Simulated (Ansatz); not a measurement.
System: CeGa$_{2}$Pd$_{2}$ (parent space group No. 129, strained and rattled), 10 atoms in the cell.

```xyz
10
Lattice="4.4252 0.0016 -0.0617 0.0016 4.3271 -0.0112 -0.1411 -0.0257 9.9775" Properties=species:S:1:pos:R:3 pbc="T T T"
Ce    3.6837    3.5157    3.0302
Ce    1.4252    1.3547    8.1007
Ga    3.6975    1.4507    5.4795
Ga    1.4691    3.4892    5.6080
Ga    3.6035    3.5429    9.3040
Ga    1.4852    1.4041    1.8171
Pd    3.7768    1.3652    0.5724
Pd    1.4776    3.5142    0.6909
Pd    3.6153    3.4726    6.7749
Pd    1.5236    1.3345    4.2850
```

These are results of Ansatz, r²SCAN, plane waves, PAW datasets (generated soft set 1), not measurements.

Cutoff 500 eV; k-mesh 3×3×1 Γ-centred; Fermi–Dirac smearing of 0.15 eV; no spin polarisation; no spin–orbit coupling.

The self-consistency threshold on the density residual (dr2_threshold) took the values 1e-3, 1e-4, 1e-5, 1e-6, 1e-8, 1e-10 eV.

**Question.** How loose may it be if the forces are to lie within 5 meV/Å (rms) of the tightest run?

**Answer.** Even the loosest value tried, 1e-3 eV, does; the program's other convergence tests apply too.

```
threshold (eV)  SCF iterations  E − E(tightest) (meV/atom)  rms force change (meV/Å)
          1e-3              17                       0.003                      0.66
          1e-4              41                       0.000                      0.09
          1e-5              20                       0.000                      0.20
          1e-6              18                       0.000                      0.12
          1e-8              20                       0.000                      0.00
         1e-10              25                       0.000                      0.00
```

The k-mesh is coarse, so these values belong to this mesh and can lie far from the converged ones. The open f shell is treated without spin here, so this is a model state and not the ground state. With an open f shell the self-consistent state may not be the lowest one.
